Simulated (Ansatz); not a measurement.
The start is a randomly generated symmetric cell of VBiO4 (space group No. 22). A full variable-cell relaxation at zero pressure is run with r2SCAN (plane waves to 500 eV, PAW, scalar-relativistic; Ansatz, a program for electronic structure). The first steps use a coarse 6×6×6 k-mesh.

The start:
```
VBiO4
1.0
    0.00000     3.69005     4.18328
    2.79263     0.00000     4.18328
    2.79263     3.69005     0.00000
Bi O V
1 4 1
Cartesian
  1.39631   1.84502   2.09164
  2.59730   5.12730   2.66970
  2.59730   2.25280   5.69686
  2.98796   2.25280   2.66970
  2.98796   5.12730   5.69686
  2.79263   3.69005   4.18328
```
Spin-polarised start, with parallel moments on V.

Task: How large is the pressure on the unrelaxed cell, and of which sign?

Result: +81.6 GPa (positive: the cell is compressed).

Task: Which atoms feel the largest initial force, and how large is it?

Result: 19.11 eV/Å, on O2, O3, O4, O5 (atoms numbered as listed).

Task: Does the structure survive the relaxation? Give the final space group.

Result: The space group goes from F222 (No. 22) to I-4m2 (No. 119), with 6 atoms in the primitive cell.

Task: How does the volume per atom move from start to end?

Result: -10.9 %, from 14.37 to 12.80 Å³/atom.

Task: How do the shortest distances between atoms change?

Result: The closest pairs of elements (up to four, under 3.6 Å), start → end: O–O 1.41 → 2.63 Å; O–V 2.10 → 1.73 Å; Bi–O 1.74 → 2.48 Å; Bi–V 3.12 → 3.48 Å.

Task: What band gap does the relaxed structure have at this level?

Result: 1.63 eV, indirect (valence top at Γ, conduction bottom at 58 % of the way from X to P) (no spin-orbit coupling).

Task: What magnetic moments remain?

Result: Zero (the starting moments vanished).

Task: Give the final cell and atomic positions.

Result: 
```cif
data_Bi2O8V2
_chemical_formula_sum 'Bi2 O8 V2'
_space_group_name_H-M_alt 'I-4m2'
_space_group_IT_number 119
_space_group_name_Hall 'I -4 -2'
_cell_length_a 6.75909
_cell_length_b 6.75909
_cell_length_c 3.36266
_cell_angle_alpha 90.000
_cell_angle_beta 90.000
_cell_angle_gamma 90.000
loop_
_atom_site_label
_atom_site_type_symbol
_atom_site_symmetry_multiplicity
_atom_site_Wyckoff_symbol
_atom_site_fract_x
_atom_site_fract_y
_atom_site_fract_z
_atom_site_occupancy
Bi1 Bi 2 c 0.00000 0.50000 0.25000 1
O1 O 8 i 0.22530 0.00000 0.25891 1
V1 V 2 b 0.00000 0.00000 0.50000 1
```
(The calculation used a cell of 6 atoms; values per cell refer to that cell.)

Final values are on a 11×11×11 k-mesh of the relaxed cell. No spin polarisation in the result: the starting moments vanished. The d or f electrons are treated with no Hubbard U. Without spin-orbit coupling the bands of the heavy element are not split, so the gap can be far off.

The run could not lose the symmetry of its start: the end is stationary, and may be a saddle point rather than a minimum.

The relaxed structure here is a generated cell of VBiO4: the first start was made by a random draw of sites in a space group, and the end was not matched to a known phase here, so it may be hypothetical. Known forms of VBiO4 include space group No. 88.
